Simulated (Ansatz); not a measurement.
Mo (bcc (W type)), relaxed with PBE (Ansatz, a quantum-chemistry and plane-wave program, plane waves, PAW): a = b = c = 3.1605 Å, α = β = γ = 90.00°.

| Quantity | Result |
|---|---|
| B₀ by P(V) fit (GPa) | 260 |

Question: The same phase is relaxed and computed with PBEsol in the same code. What are the cell and these values now?

Answer: a = b = c = 3.129 Å, α = β = γ = 90.00°.

- B₀ by P(V) fit (GPa) = 281

All cells were relaxed under the symmetry of their starts (and spin orders); stability against distortions was not tested throughout. Rows with no word on spin ran without spin polarisation. Spin–orbit coupling is left out wherever it is not named.

Potentials: the earlier of the program's two PAW sets.

Ansatz is a plane-wave DFT program.
